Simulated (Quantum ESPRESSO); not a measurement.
**Electric field gradients in Cl$_{2}$ (changed cell)**

```xyz
4
Lattice="3.2316 -2.0369 0.0000 3.2316 2.0369 0.0000 0.0000 0.0000 8.5704" Properties=species:S:1:pos:R:3 pbc="T T T"
Cl     3.2316    -1.5895     5.1914
Cl     3.2316     1.5895     3.3791
Cl     3.2316    -0.4474     0.9062
Cl     3.2316     0.4474     7.6643
```
The cell was made here from a computed Materials Project entry: strained by +2 % along the third axis of the standard frame and by -1 % across it, atoms relaxed (PBE without dispersion, pw.x of a modified build of Quantum ESPRESSO, symmetry kept). The parent is Cl2 in Cmce; whether this form has been observed was not checked. Stability against distortions was not tested.

Computed: field gradients by a PBE PAW density (pw.x of Quantum ESPRESSO, JTH datasets) with the all-electron reconstruction of Petrilli and co-workers, 25 Ha, k-mesh 7×7×3 through Γ.

```
site                   site symmetry  Vzz (a.u.)   η_Q  ∣C_Q∣ (MHz)
---------------------  -------------  ----------  ----  -----------
Cl (atoms 1, 2, 3, 4)              m       5.472  0.08   105 (³⁵Cl)
```

Quadrupole moments taken as inputs (sizes, barn, from the tables of PySCF and pymatgen): ³⁵Cl 0.0817.

Convention: |Vzz| is the largest principal value, η_Q = (Vxx − Vyy)/Vzz, |C_Q| = |eQVzz/h|. Cores are frozen. Against all-electron runs on small test molecules, this scheme's |Vzz| missed by −3 to −9 % on Cl.
